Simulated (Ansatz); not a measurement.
BaSrTi2O6 in space group P4mm (No. 99; Pearson symbol tP10) under volume change, r²SCAN in the plane-wave PAW code Ansatz, shape and atoms relaxed at each volume.

```
V (Å³/atom)  E − E(relaxed) (meV/atom)  P (GPa)
-----------  -------------------------  -------
11.330                            57.3    18.96
11.703                            22.7    10.94
12.077                             5.1     4.61
12.450                             0.0     0.00
12.824                             4.1    -3.33
13.197                            14.5    -5.35
13.571                            28.1    -6.22
```

Task: What does a third-order Birch–Murnaghan fit give for V₀, B₀ and B′?

Result: V₀ = 12.45 Å³/atom, B₀ = 125 GPa, B′ = 11.0.

The start of the workflow was typed in or built on a structure type; neither database checked (COD, Materials Project) lists it. Whether it is the stable phase at ambient conditions was not checked. The cell was relaxed with r²SCAN under the symmetry of its start; its stability against distortions is not shown here. The workflow began spin-polarised and lost its moments. Scalar-relativistic: spin–orbit coupling is off unless named, which matters more the heavier the elements.

Potentials: the earlier of the program's two PAW sets.
